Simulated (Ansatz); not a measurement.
**Orbital-resolved density of states of Si2W**

```xyz
3
Lattice="-1.6060 1.6060 3.9400 1.6060 -1.6060 3.9400 1.6060 1.6060 -3.9400" Properties=species:S:1:pos:R:3 pbc="T T T"
Si    0.0000    0.0000    2.6240
Si    0.0000    0.0000    5.2560
W     0.0000    0.0000    0.0000
```

Atom numbers follow the list: Si1, Si2, W3.

The cell comes from COD entry 1010283, which wasn't checked; take it as a given geometry. It differs from other determinations.

Spin–orbit coupling is left out, though it moves levels of the heavy atoms by tenths of an eV or more.

All numbers below come from Ansatz 0.2.0, DFT, PBEsol, all-electron LAPW, scalar-relativistic.

The runs use a Γ-centred 18×18×18 k mesh, Fermi–Dirac smearing of 0.03 eV, basis error target 0.5 meV/atom, no spin polarisation.

States per eV for one atom of each kind, in 0.4 eV bins named by their centres, from the Fermi level, projected on a minimal set of Löwdin-orthogonalised atomic shells; orbitals are real harmonics on the Cartesian axes, equal curves share a column, and empty bins are left out, as is all above 4.7 eV, near the top of the computed bands.

W3 5d:

```
# E all dz2 dxz=dyz dx2-y2 dxy
-12.7 0.01 0.00 0.00 0.00 0.00
-12.3 0.01 0.00 0.00 0.00 0.00
-11.9 0.02 0.00 0.00 0.00 0.00
-11.5 0.03 0.00 0.01 0.00 0.01
-11.1 0.04 0.01 0.01 0.00 0.01
-10.7 0.06 0.01 0.01 0.00 0.02
-10.3 0.09 0.02 0.02 0.00 0.03
-9.9 0.11 0.02 0.02 0.00 0.05
-9.5 0.23 0.03 0.02 0.00 0.16
-9.1 0.15 0.05 0.03 0.00 0.04
-8.7 0.18 0.05 0.04 0.00 0.04
-8.3 0.17 0.05 0.05 0.00 0.03
-7.9 0.16 0.05 0.05 0.00 0.02
-7.5 0.16 0.04 0.04 0.01 0.02
-7.1 0.16 0.04 0.04 0.02 0.02
-6.7 0.20 0.05 0.04 0.03 0.04
-6.3 0.30 0.04 0.06 0.05 0.09
-5.9 0.26 0.03 0.05 0.07 0.06
-5.5 0.29 0.09 0.05 0.07 0.03
-5.1 0.19 0.04 0.05 0.05 0.01
-4.7 0.34 0.06 0.07 0.11 0.03
-4.3 0.62 0.09 0.13 0.20 0.07
-3.9 0.57 0.08 0.10 0.23 0.07
-3.5 0.78 0.18 0.12 0.28 0.09
-3.1 1.15 0.37 0.20 0.30 0.10
-2.7 2.24 0.63 0.37 0.47 0.40
-2.3 1.96 0.25 0.40 0.27 0.64
-1.9 0.79 0.11 0.22 0.05 0.19
-1.5 0.63 0.05 0.19 0.01 0.18
-1.1 0.58 0.02 0.20 0.01 0.16
-0.7 0.66 0.01 0.25 0.00 0.16
-0.3 0.45 0.01 0.16 0.01 0.11
0.1 0.17 0.03 0.02 0.04 0.06
0.5 0.32 0.13 0.02 0.11 0.04
0.9 0.37 0.10 0.03 0.16 0.04
1.3 0.52 0.11 0.06 0.21 0.08
1.7 0.76 0.17 0.08 0.29 0.12
2.1 0.95 0.21 0.13 0.38 0.11
2.5 1.32 0.26 0.21 0.55 0.09
2.9 0.91 0.18 0.11 0.44 0.08
3.3 0.63 0.15 0.08 0.19 0.12
3.7 0.54 0.12 0.11 0.04 0.16
4.1 0.73 0.14 0.20 0.05 0.14
4.5 0.60 0.16 0.16 0.04 0.07
```

Si1 3p:

```
# E all pz px=py
-13.5 0.01 0.00 0.00
-13.1 0.02 0.01 0.01
-12.7 0.04 0.01 0.01
-12.3 0.05 0.02 0.02
-11.9 0.07 0.02 0.02
-11.5 0.08 0.02 0.03
-11.1 0.09 0.02 0.03
-10.7 0.10 0.02 0.04
-10.3 0.12 0.03 0.04
-9.9 0.11 0.04 0.04
-9.5 0.14 0.06 0.04
-9.1 0.14 0.07 0.03
-8.7 0.14 0.07 0.04
-8.3 0.12 0.06 0.03
-7.9 0.11 0.05 0.03
-7.5 0.13 0.06 0.04
-7.1 0.15 0.07 0.04
-6.7 0.24 0.10 0.07
-6.3 0.41 0.12 0.14
-5.9 0.33 0.10 0.11
-5.5 0.30 0.13 0.08
-5.1 0.17 0.04 0.06
-4.7 0.24 0.07 0.08
-4.3 0.29 0.08 0.11
-3.9 0.22 0.07 0.07
-3.5 0.29 0.10 0.10
-3.1 0.36 0.13 0.11
-2.7 0.74 0.30 0.22
-2.3 0.83 0.20 0.31
-1.9 0.29 0.09 0.10
-1.5 0.14 0.04 0.05
-1.1 0.09 0.03 0.03
-0.7 0.05 0.02 0.02
-0.3 0.04 0.00 0.02
0.1 0.04 0.00 0.02
0.5 0.09 0.02 0.04
0.9 0.12 0.02 0.05
1.3 0.17 0.03 0.07
1.7 0.21 0.04 0.09
2.1 0.25 0.05 0.10
2.5 0.33 0.08 0.12
2.9 0.24 0.05 0.10
3.3 0.20 0.06 0.07
3.7 0.23 0.07 0.08
4.1 0.33 0.09 0.12
4.5 0.39 0.12 0.13
```

Si1 3s:

```
# E all
-13.9 0.02
-13.5 0.04
-13.1 0.06
-12.7 0.08
-12.3 0.09
-11.9 0.11
-11.5 0.12
-11.1 0.12
-10.7 0.13
-10.3 0.15
-9.9 0.16
-9.5 0.25
-9.1 0.19
-8.7 0.17
-8.3 0.14
-7.9 0.11
-7.5 0.08
-7.1 0.06
-6.7 0.04
-6.3 0.04
-5.9 0.03
-5.5 0.06
-5.1 0.06
-4.7 0.07
-4.3 0.10
-3.9 0.07
-3.5 0.09
-3.1 0.08
-2.7 0.08
-2.3 0.05
-1.9 0.03
-1.5 0.02
-1.1 0.01
-0.7 0.01
0.1 0.01
0.5 0.06
0.9 0.06
1.3 0.08
1.7 0.13
2.1 0.14
2.5 0.21
2.9 0.12
3.3 0.10
3.7 0.11
4.1 0.15
4.5 0.14
```

W3 6s:

```
# E all
-13.9 0.03
-13.5 0.06
-13.1 0.06
-12.7 0.06
-12.3 0.06
-11.9 0.06
-11.5 0.05
-11.1 0.04
-10.7 0.04
-10.3 0.04
-9.9 0.03
-9.5 0.03
-9.1 0.03
-8.7 0.02
-8.3 0.02
-7.9 0.01
-7.5 0.03
-7.1 0.04
-6.7 0.05
-6.3 0.06
-5.9 0.05
-5.5 0.04
-5.1 0.03
-4.7 0.06
-4.3 0.09
-3.9 0.05
-3.5 0.05
-3.1 0.03
-2.7 0.03
-2.3 0.02
0.9 0.01
1.3 0.02
1.7 0.07
2.1 0.08
2.5 0.15
2.9 0.21
3.3 0.25
3.7 0.17
4.1 0.17
4.5 0.17
```
